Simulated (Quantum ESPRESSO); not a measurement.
# Ga3MgN3O: input and log of a self-consistent run

Simulated, not a measurement. The program is pw.x of Quantum ESPRESSO 7.5 (plane-wave density functional theory). The cell is made up: 8 atoms on a wurtzite lattice, with randomly drawn elements, strain and displacements, not relaxed. PseudoDojo standard norm-conserving files (v0.5 for PBE, v0.4.1 for LDA and PBEsol) set the functional; there is no spin polarisation, spin-orbit coupling or dispersion term, and the masses in the input are unused placeholders.

Input:

```
&control calculation='scf', pseudo_dir='./dojo.nc.sr.pbe.v0_5.standard.upf', outdir='./o', disk_io='low', tprnfor=.true., tstress=.true. /
&system ibrav=0, nat=8, ntyp=4, nbnd=45, ecutwfc=84.00895049, nosym=.true., tot_charge=0,
 occupations='smearing', smearing='fd', degauss=0.0073498644
/
&electrons conv_thr=7.350e-09, electron_maxstep=60, /
ATOMIC_SPECIES
Ga 1.0 Ga.upf
Mg 1.0 Mg.upf
N 1.0 N.upf
O 1.0 O.upf
CELL_PARAMETERS angstrom
3.1466 0.0185 0.0047
0.032 5.5044 0.0017
0.0076 0.0016 5.1845
ATOMIC_POSITIONS angstrom
Ga 0.04 0.0219 -0.0104
Ga 1.5936 2.8049 0.0018
Ga 1.5803 0.8885 2.563
Mg 0.0064 3.6637 2.6284
N -0.0074 0.0251 1.9634
N 1.6384 2.7706 1.9925
O 1.5332 0.9366 4.5199
N 0.0103 3.6629 4.5293
K_POINTS automatic
8 6 6 1 1 1
```

The log is shortened where brackets say so; the opening notice, blank lines, dates and the lines on written files are dropped, and the path of the files is cut. It prints rydbergs, bohrs and kilobars, and counts compression as positive stress.

```
     Program PWSCF v.7.5
     Parallel version (MPI & OpenMP), running on       4 processor cores
     Number of MPI processes:                 4
     Threads/MPI process:                     1
     [start-up lines left out]
     bravais-lattice index     =            0
     lattice parameter (alat)  =       5.9463  a.u.
     unit-cell volume          =     605.9533 (a.u.)^3
     number of atoms/cell      =            8
     number of atomic types    =            4
     number of electrons       =        70.00
     number of Kohn-Sham states=           45
     kinetic-energy cutoff     =      84.0090  Ry
     charge density cutoff     =     336.0358  Ry
     scf convergence threshold =      7.3E-09
     mixing beta               =       0.7000
     number of iterations used =            8  plain     mixing
     Exchange-correlation= PBE
                           (   1   4   3   4   0   0   0)
     [axes and pseudopotential details left out]
   Cartesian axes
     site n.     atom                  positions (alat units)
         1        Ga     tau(   1) = (   0.0127119   0.0069598  -0.0033051  )
         2        Ga     tau(   2) = (   0.5064421   0.8913902   0.0005720  )
         3        Ga     tau(   3) = (   0.5022154   0.2823631   0.8145150  )
         4        Mg     tau(   4) = (   0.0020339   1.1643147   0.8352989  )
         5        N      tau(   5) = (  -0.0023517   0.0079767   0.6239636  )
         6        N      tau(   6) = (   0.5206794   0.8804897   0.6332115  )
         7        O      tau(   7) = (   0.4872471   0.2976491   1.4364129  )
         8        N      tau(   8) = (   0.0032733   1.1640604   1.4394002  )
     number of k points=   144  Fermi-Dirac smearing, width (Ry)=  0.0073
     Number of k-points >= 100: set verbosity='high' to print them.
     Dense  grid:    63075 G-vectors     FFT dimensions: (  36,  64,  60)
     Estimated max dynamical RAM per process >     281.53 MB
     Estimated total dynamical RAM >       1.05 GB
     Initial potential from superposition of free atoms
     starting charge      69.9911, renormalised to      70.0000
     Starting wfcs are   48 randomized atomic wfcs
     total cpu time spent up to now is        6.4 secs
     per-process dynamical memory:   253.6 Mb
     Self-consistent Calculation
     iteration #  1     ecut=    84.01 Ry     beta= 0.70
     Davidson diagonalization with overlap
     ethr =  1.00E-02,  avg # of iterations =  4.4
     total cpu time spent up to now is       23.0 secs
     total energy              =    -671.93570535 Ry
     estimated scf accuracy    <       2.57090575 Ry
     iteration #  2     ecut=    84.01 Ry     beta= 0.70
     Davidson diagonalization with overlap
     ethr =  3.67E-03,  avg # of iterations =  3.2
     total cpu time spent up to now is       37.9 secs
     total energy              =    -671.97962427 Ry
     estimated scf accuracy    <       5.09486128 Ry
     iteration #  3     ecut=    84.01 Ry     beta= 0.70
     Davidson diagonalization with overlap
     ethr =  3.67E-03,  avg # of iterations =  2.0
     total cpu time spent up to now is       51.6 secs
     total energy              =    -673.09313867 Ry
     estimated scf accuracy    <       0.69089894 Ry
     iteration #  4     ecut=    84.01 Ry     beta= 0.70
     Davidson diagonalization with overlap
     ethr =  9.87E-04,  avg # of iterations =  2.0
     total cpu time spent up to now is       63.6 secs
     total energy              =    -673.14907356 Ry
     estimated scf accuracy    <       0.07756835 Ry
     iteration #  5     ecut=    84.01 Ry     beta= 0.70
     Davidson diagonalization with overlap
     ethr =  1.11E-04,  avg # of iterations =  4.9
     total cpu time spent up to now is       77.4 secs
     total energy              =    -673.14624816 Ry
     estimated scf accuracy    <       0.02147107 Ry
     [iterations 6 to 8 left out]
     iteration #  9     ecut=    84.01 Ry     beta= 0.70
     Davidson diagonalization with overlap
     ethr =  9.58E-08,  avg # of iterations =  2.0
     total cpu time spent up to now is      129.1 secs
     total energy              =    -673.14997162 Ry
     estimated scf accuracy    <       0.00000571 Ry
     iteration # 10     ecut=    84.01 Ry     beta= 0.70
     Davidson diagonalization with overlap
     ethr =  8.15E-09,  avg # of iterations =  3.1
     total cpu time spent up to now is      141.5 secs
     total energy              =    -673.14997304 Ry
     estimated scf accuracy    <       0.00000091 Ry
     iteration # 11     ecut=    84.01 Ry     beta= 0.70
     Davidson diagonalization with overlap
     ethr =  1.30E-09,  avg # of iterations =  2.0
     total cpu time spent up to now is      153.3 secs
     total energy              =    -673.14997292 Ry
     estimated scf accuracy    <       0.00000073 Ry
     iteration # 12     ecut=    84.01 Ry     beta= 0.70
     Davidson diagonalization with overlap
     ethr =  1.05E-09,  avg # of iterations =  2.0
     total cpu time spent up to now is      164.7 secs
     total energy              =    -673.14997305 Ry
     estimated scf accuracy    <       0.00000001 Ry
     iteration # 13     ecut=    84.01 Ry     beta= 0.70
     Davidson diagonalization with overlap
     ethr =  1.70E-11,  avg # of iterations =  3.6
     total cpu time spent up to now is      178.6 secs
     End of self-consistent calculation
     Number of k-points >= 100: set verbosity='high' to print the bands.
     the Fermi energy is    11.1826 ev
!    total energy              =    -673.14997305 Ry
     estimated scf accuracy    <          1.4E-09 Ry
     smearing contrib. (-TS)   =      -0.00102445 Ry
     internal energy E=F+TS    =    -673.14894860 Ry
     The total energy is F=E-TS. E is the sum of the following terms:
     one-electron contribution =    -250.47325736 Ry
     hartree contribution      =     180.66208004 Ry
     xc contribution           =    -168.96635390 Ry
     ewald contribution        =    -434.37141739 Ry
     convergence has been achieved in  13 iterations
     Forces acting on atoms (cartesian axes, Ry/au):
     atom    1 type  1   force =    -0.03702602   -0.08892605    0.07265887
     atom    2 type  1   force =    -0.00727896    0.04642736    0.09113208
     atom    3 type  1   force =    -0.01253509    0.08574536   -0.07757642
     atom    4 type  2   force =     0.03335537   -0.00449406   -0.05411157
     atom    5 type  3   force =     0.01763668    0.01317683   -0.03768893
     atom    6 type  3   force =    -0.03899615   -0.09301874   -0.05989012
     atom    7 type  4   force =     0.03357506   -0.00003588    0.00164930
     atom    8 type  3   force =     0.01126912    0.04112517    0.06382677
     Total force =     0.255631     Total SCF correction =     0.000234
     Computing stress (Cartesian axis) and pressure
          total   stress  (Ry/bohr**3)                   (kbar)     P=      144.13
   0.00148341   0.00008745  -0.00004710          218.22       12.87       -6.93
   0.00008745   0.00078566   0.00006333           12.87      115.57        9.32
  -0.00004710   0.00006333   0.00067024           -6.93        9.32       98.60
     init_run     :      5.71s CPU      5.93s WALL (       1 calls)
     electrons    :    171.23s CPU    172.13s WALL (       1 calls)
     forces       :      1.75s CPU      1.77s WALL (       1 calls)
     stress       :      6.41s CPU      6.41s WALL (       1 calls)
     [timing details left out]
     PWSCF        :   3m 5.68s CPU   3m 6.91s WALL
     JOB DONE.
```

In other units: free energy -9158.672 eV for the cell, pressure 14.41 GPa, largest force component 2.392 eV/Å. A rerun of the same cell at another strain at 1437 eV and a 10 x 8 x 8 mesh moved values by no more than 0.004 eV in energy, 0.06 GPa in stress and 0.010 eV/Å in force.